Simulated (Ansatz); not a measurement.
# Zn4S3O: relaxed-ion elastic tensor

Computed with DFT PBE, scalar-relativistic, plane waves, PAW (Ansatz). Settings: 420 eV plane-wave cutoff, Γ-centred 8×8×8 mesh, fixed occupations. No spin polarisation.

The cell, relaxed at this level:
```xyz
8
Lattice="-2.6224 2.6224 5.2014 2.6224 -2.6224 5.2014 2.6224 2.6224 -5.2014" Properties=species:S:1:pos:R:3 pbc="T T T"
Zn    1.4503    1.4503    4.0068
Zn   -1.4503    1.4503    6.3960
Zn    1.1721    1.1721   -1.1946
Zn    1.4503   -1.4503    6.3960
S     2.6224    0.0000    2.6007
S     0.0000    0.0000    5.2014
S     0.0000    2.6224    2.6007
O     0.0000    0.0000    0.0000
```

The cell was found from a structure generator's guess, not taken from experiment.

Problem. Give the relaxed-ion elastic constants (GPa, Voigt order xx yy zz yz xz xy, on the Cartesian axes of the cell above).

Solution.
```
108.9  66.7  66.4   0.0   0.0   0.0
 66.7 108.9  66.4   0.0   0.0   0.0
 66.4  66.4 106.8   0.0   0.0   0.0
  0.0   0.0   0.0  49.4   0.0   0.0
  0.0   0.0   0.0   0.0  49.4   0.0
  0.0   0.0   0.0   0.0   0.0  48.0
```

Problem. Is the crystal stable against homogeneous strain?

Solution. Yes: the least eigenvalue of the tensor is 41.1 GPa.

Problem. And the moduli of a polycrystal (Hill averages)?

Solution. B = 80 GPa, G = 35 GPa, E = 91 GPa, ν = 0.31.
